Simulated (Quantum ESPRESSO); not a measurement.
```cif
data_CdCl3Cs
_chemical_formula_sum 'Cl3 Cd1 Cs1'
_space_group_name_H-M_alt 'Pm-3m'
_space_group_IT_number 221
_space_group_name_Hall '-P 4 2 3'
_cell_length_a 5.26440
_cell_length_b 5.26440
_cell_length_c 5.26440
_cell_angle_alpha 90.000
_cell_angle_beta 90.000
_cell_angle_gamma 90.000
loop_
_atom_site_label
_atom_site_type_symbol
_atom_site_symmetry_multiplicity
_atom_site_Wyckoff_symbol
_atom_site_fract_x
_atom_site_fract_y
_atom_site_fract_z
_atom_site_occupancy
Cl1 Cl 3 c 0.00000 0.50000 0.50000 1
Cd1 Cd 1 b 0.50000 0.50000 0.50000 1
Cs1 Cs 1 a 0.00000 0.00000 0.00000 1
```

The geometry is that of Materials Project entry mp-568544, symmetrised and not relaxed again.

Task: What does norm-conserving PBEsol (Quantum ESPRESSO, 102 Ry, scalar-relativistic) give for the electronic structure near the Fermi level?

Result: The PBEsol gap is indirect, 1.63 eV, from R to Γ; the smallest direct gap is 2.12 eV. Another valence extremum on the path lies within 0.02 eV, too close to call. Spin-orbit splittings are left out. The cell is held in this high symmetry; tilts and polar distortions were not searched.
